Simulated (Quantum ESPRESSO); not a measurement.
# Computed records: Si₂BPC₄ (made-up cell)

Computed with Quantum ESPRESSO 7.5. Calculation on a made-up crystal cell, not a measurement: periodic Kohn-Sham density functional theory in plane waves with PseudoDojo standard norm-conserving scalar-relativistic pseudopotentials, each functional with its own files (v0.5 for PBE, v0.4.1 for LDA and PBEsol), no spin polarisation, no spin-orbit coupling, atoms not relaxed, stress positive in tension, energies less a fixed whole-eV offset for each atom's element; levels are Kohn-Sham levels at fractions of this cell's reciprocal vectors, counted from the reference band (half the neutral cell's valence electrons, rounded up) at Gamma; error bars cover cutoff and k-mesh only, not smearing or the files; added strain carries the atoms with the cell, and shear is the tensor component; each bar is the largest change over components, and at least 0.002 eV, 0.002 eV per angstrom or 0.02 GPa; energies are for the whole cell, and the offsets were chosen from early runs and are not element reference energies.

Common to all runs: lattice type zincblende/diamond; functional pbe; cutoff 1116 eV; fermi dirac smearing 0.025 eV; scf tolerance 1e-07 eV; electrons removed 0; k mesh 4 x 4 x 4, shifted by half a step.

(1) 
```xyz
8
Lattice="4.3121 -0.0307 0.0038 -0.0307 4.4049 -0.0712 0.0038 -0.0712 4.3279" Properties=species:S:1:pos:R:3 formula=Si2BPC4 free_energy_less_offsets=-1.505 smearing_term_minus_ts=0 scf_iterations=13 pressure=-8.295 stress_xx=7.649 stress_yy=13.65 stress_zz=3.583 stress_yz=-4.339 stress_xz=-4.188 stress_xy=-5.453 error_bar_energy=0.00473 error_bar_stress=0.07141 error_bar_force=0.002822 error_bars_from=tighter_rerun_of_a_related_cell
B     -0.0118    -0.1155    -0.0111
Si    -0.0255     2.0881     2.2171
Si     2.1204     0.0453     2.0773
P      2.1513     2.2026    -0.0969
C      1.2408     0.9676     0.9706
C      1.1238     3.2434     3.1088
C      3.2028     1.1069     3.2278
C      3.0824     3.0091     0.9939
```

Units: free_energy_less_offsets, smearing_term_minus_ts, error_bar_energy in eV; pressure, stress_xx, stress_yy, stress_zz, stress_yz, stress_xz, stress_xy, error_bar_stress in GPa; error_bar_force in eV/Å.

Atoms:
```tsv
atoms element	atom site	atom energy offset (eV)
B	1	-79
Si	2	-115
Si	3	-115
P	4	-189
C	5	-163
C	6	-163
C	7	-163
C	8	-163
```

Forces:
```tsv
site	x (eV/Å)	y (eV/Å)	z (eV/Å)
1	1.017	0.3331	-0.2426
2	1.311	1.03	-3.527
3	2.949	-4.06	2.019
4	-1.859	-1.868	-0.95
5	-5.738	2.351	-2.894
6	-1.936	0.5887	2.451
7	0.1786	-3.456	1.296
8	4.078	5.081	1.847
```

(2) 
```xyz
8
Lattice="4.3121 -0.0307 0.0038 -0.0307 4.4049 -0.0712 0.0038 -0.0712 4.3279" Properties=species:S:1:pos:R:3 formula=Si2BPC4 free_energy_less_offsets=-1.517 smearing_term_minus_ts=0 scf_iterations=13 pressure=-8.322 stress_xx=7.712 stress_yy=13.62 stress_zz=3.632 stress_yz=-4.513 stress_xz=-4.398 stress_xy=-5.4 error_bar_energy=0.00473 error_bar_stress=0.07141 error_bar_force=0.002822 error_bars_from=tighter_rerun_of_a_related_cell
B     -0.0118    -0.1155    -0.0111
Si    -0.0255     2.1025     2.2171
Si     2.1204     0.0453     2.0773
P      2.1513     2.2026    -0.0969
C      1.2408     0.9676     0.9706
C      1.1238     3.2434     3.1088
C      3.2028     1.1069     3.2278
C      3.0824     3.0091     0.9939
```

Units: free_energy_less_offsets, smearing_term_minus_ts, error_bar_energy in eV; pressure, stress_xx, stress_yy, stress_zz, stress_yz, stress_xz, stress_xy, error_bar_stress in GPa; error_bar_force in eV/Å.

Atoms:
```tsv
atoms element	atom site	atom energy offset (eV)
B	1	-79
Si	2	-115
Si	3	-115
P	4	-189
C	5	-163
C	6	-163
C	7	-163
C	8	-163
```

Forces:
```tsv
site	x (eV/Å)	y (eV/Å)	z (eV/Å)
1	1.013	0.3801	-0.2383
2	1.16	0.6911	-3.462
3	2.947	-3.986	2.022
4	-1.862	-1.938	-0.9443
5	-5.738	2.387	-2.901
6	-1.863	0.6825	2.496
7	0.2847	-3.347	1.199
8	4.058	5.13	1.829
```

(3) 
```xyz
8
Lattice="4.3121 -0.0307 0.0038 -0.0307 4.4049 -0.0712 0.0038 -0.0712 4.3279" Properties=species:S:1:pos:R:3 formula=Si2BPC4 free_energy_less_offsets=-1.527 smearing_term_minus_ts=0 scf_iterations=13 pressure=-8.34 stress_xx=7.76 stress_yy=13.58 stress_zz=3.678 stress_yz=-4.817 stress_xz=-4.757 stress_xy=-5.318 error_bar_energy=0.00473 error_bar_stress=0.07141 error_bar_force=0.002822 error_bars_from=tighter_rerun_of_a_related_cell
B     -0.0118    -0.1155    -0.0111
Si    -0.0255     2.1271     2.2171
Si     2.1204     0.0453     2.0773
P      2.1513     2.2026    -0.0969
C      1.2408     0.9676     0.9706
C      1.1238     3.2434     3.1088
C      3.2028     1.1069     3.2278
C      3.0824     3.0091     0.9939
```

Units: free_energy_less_offsets, smearing_term_minus_ts, error_bar_energy in eV; pressure, stress_xx, stress_yy, stress_zz, stress_yz, stress_xz, stress_xy, error_bar_stress in GPa; error_bar_force in eV/Å.

Atoms:
```tsv
atoms element	atom site	atom energy offset (eV)
B	1	-79
Si	2	-115
Si	3	-115
P	4	-189
C	5	-163
C	6	-163
C	7	-163
C	8	-163
```

Forces:
```tsv
site	x (eV/Å)	y (eV/Å)	z (eV/Å)
1	1.005	0.4601	-0.231
2	0.9026	0.1104	-3.362
3	2.943	-3.859	2.027
4	-1.867	-2.057	-0.9347
5	-5.734	2.444	-2.915
6	-1.727	0.848	2.58
7	0.4565	-3.161	1.041
8	4.021	5.215	1.795
```
